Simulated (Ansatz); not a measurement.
Start of a relaxation of SiTeS:

```cif
data_structure
_symmetry_space_group_name_H-M 'P4mm'
_symmetry_Int_Tables_number 99
_cell_length_a 4.7535
_cell_length_b 4.7535
_cell_length_c 3.8231
_cell_angle_alpha 90.000
_cell_angle_beta 90.000
_cell_angle_gamma 90.000
_cell_volume 86.39
loop_
_atom_site_label
_atom_site_type_symbol
_atom_site_symmetry_multiplicity
_atom_site_Wyckoff_symbol
_atom_site_fract_x
_atom_site_fract_y
_atom_site_fract_z
_atom_site_occupancy
Si1 Si 1 a 0.00000 0.00000 0.71474 1
Te1 Te 1 b 0.50000 0.50000 0.04017 1
S1 S 1 b 0.50000 0.50000 0.55518 1
```

Level of theory: DFT PBE, scalar-relativistic, plane waves, PAW in Ansatz 0.2.0. Cutoff 420 eV, Gaussian smearing, Γ-centred meshes. Cell and atoms relax first on a coarse mesh and then on a finer one. In between, the cell is made exact in the group found at 0.06 Å. In metals the finer mesh still leaves noise of several meV/atom or more. The steps can't lower the symmetry of their start. No spin polarisation.

A guess keeps its type if space group and coordination stay and the shape of the cell changes little (axis ratios within about 15 %, angles within 6°); the volume may change.

Task: Does this structure survive the relaxation?

Result: It doesn't keep its type. The symmetry stays P4mm (No. 99). The volume per atom shrinks by 9.7 %, from 28.8 to 26.0 Å³. The shortest distance goes from 1.85 Å (Te–S) to 2.43 Å (Si–S). The ratio c/a of the conventional cell changes by a factor of 3.25. Counting neighbours within 15 % of an atom's shortest distance, the start has S 2, Si 10, Te 2 and the end S 4, Si 4, Te 4. In detail, at the end Si has 4 S at 2.43 Å; Te has 4 Te at 3.10 Å; S is surrounded by 4 Si at 2.43 Å and 4 S at 3.10 Å.

```cif
data_structure
_symmetry_space_group_name_H-M 'P 1'
_symmetry_Int_Tables_number 1
_cell_length_a 3.1020
_cell_length_b 3.1020
_cell_length_c 8.1070
_cell_angle_alpha 90.000
_cell_angle_beta 90.000
_cell_angle_gamma 90.000
_cell_volume 78.01
loop_
_atom_site_label
_atom_site_type_symbol
_atom_site_fract_x
_atom_site_fract_y
_atom_site_fract_z
_atom_site_occupancy
Si1 Si 0.00000 0.00000 0.68867 1
Te1 Te 0.50000 0.50000 0.06275 1
S1 S 0.50000 0.50000 0.55868 1
```

The last run used a 14×14×6 mesh (in the run's order of axes) for its 3-atom cell and Gaussian smearing of 0.10 eV. No dispersion correction is applied, so the spacing and binding between layers, chains or molecules are poorly described. These runs have no spin–orbit coupling, which can matter for Te. Symmetry constrained the relaxation, so the result can be a saddle point. Another cell of SiTeS relaxed alike, in P4/mmm, lies 177 meV/atom lower, so this cell isn't the stable form at this level.
